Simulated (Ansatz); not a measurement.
# Relaxing a structure of Sn

The start is a generated cell, Sn placed in the black-P structure type. A full variable-cell relaxation at zero pressure is run with PBEsol (plane waves to 420 eV, PAW, scalar-relativistic; Ansatz, a first-principles code). The first steps use a coarse 9×9×6 k-mesh.

The start:
```
CELL_PARAMETERS angstrom
      1.96695    -6.21973     0.00000
      1.96695     6.21973     0.00000
      0.00000     0.00000     5.19554
ATOMIC_POSITIONS crystal
  Sn 0.39832 0.60168 0.58056
  Sn 0.60168 0.39832 0.41944
  Sn 0.89832 0.10168 0.91944
  Sn 0.10168 0.89832 0.08056
```

```yaml
largest_initial_force: 2.29 eV/Å, on Sn1, Sn2, Sn3, Sn4 (atoms numbered as listed)
energy_released: 0.65 eV/atom
volume_change: -15.1 %, from 31.78 to 26.99 Å³/atom
Shortest distances (start → end): "The closest pairs of elements (up to four, under 3.6 Å), start → end: Sn–Sn 2.64 → 3.09 Å"
band_gap_at_the_end: no gap (metallic)
optimiser_moves: 35
```

Final structure:

Space group Fmmm (No. 69); a = 3.328 Å, b = 5.551 Å, c = 11.690 Å, α = β = γ = 90.00°

```csv
atom,site,symmetry,x,y,z
Sn,8i,mm2,0.0000,0.0000,0.1323
```
(The calculation used a cell of 2 atoms; values per cell refer to that cell.)

Final values are on a 17×17×17 k-mesh of the relaxed cell. No spin polarisation in the result.

The run could not lower the symmetry of its start; a shaken copy of this end point relaxes with PBEsol to P6/mmm (No. 191), 0.04 eV/atom lower.

The relaxed structure here is a generated cell of Sn: the first start was made by placing the elements on the sites of a structure type, and the end was not matched to a known phase here, so it may be hypothetical. Known forms of Sn include space group No. 141, 227.
